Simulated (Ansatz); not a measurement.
A scan (energy against volume; even scaling of the relaxed cell, symmetry kept) gave these values. Method: PBE (plane waves to 420 eV, PAW, scalar-relativistic; Ansatz, a program for electronic structure).

The bulk modulus B₀ (third-order Birch-Murnaghan fit) is 49.5 GPa. The pressure derivative B₀′ (fit) is 4.5 and the equilibrium volume of the fit comes out as 30.01 Å³/atom.

### Question
Of these crystals, all scanned alike, which one is it?
(A) CaB₆ (space group Pm-3m)
(B) CsSnI₃ (cubic perovskite)
(C) LaHg (CsCl type)
(D) AlAs (zinc blende)

### Answer
C, LaHg (CsCl type). The others have, for the bulk modulus: AlAs 66.9 GPa, CaB6 149 GPa, CsSnI3 15.4 GPa

All were relaxed with their symmetry unable to fall. LaHg is run without spin polarisation. Spin-orbit coupling is left out. This is a high-temperature form of CsSnI3.

(Under strain, the slope of the energy per volume gives the stress and its curvature an elastic modulus.)
